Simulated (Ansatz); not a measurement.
GaP (zinc blende, F-43m), a = 5.5060 Å, b = 5.5060 Å, c = 5.5060 Å, α = 90.00°, β = 90.00°, γ = 90.00°; the cell used has 2 atoms.

Relaxed with PBE.

**Question.** Decompose the optical modes at the zone centre into irreducible representations, and say which are infrared and Raman allowed.

**Answer.** Point group -43m: Γ_opt = T2. Infrared: T2. Raman: T2.

**Question.** Assign frequencies (DFPT, PBE in the plane-wave PAW code Ansatz; without the LO–TO term).

**Answer.** T2 345 cm⁻¹.

The cell was relaxed with PBE under the symmetry of its start; phonons on a q-mesh show no instability. Spin–orbit coupling is left out wherever it is not named.

Potentials: the later of the program's two PAW sets.
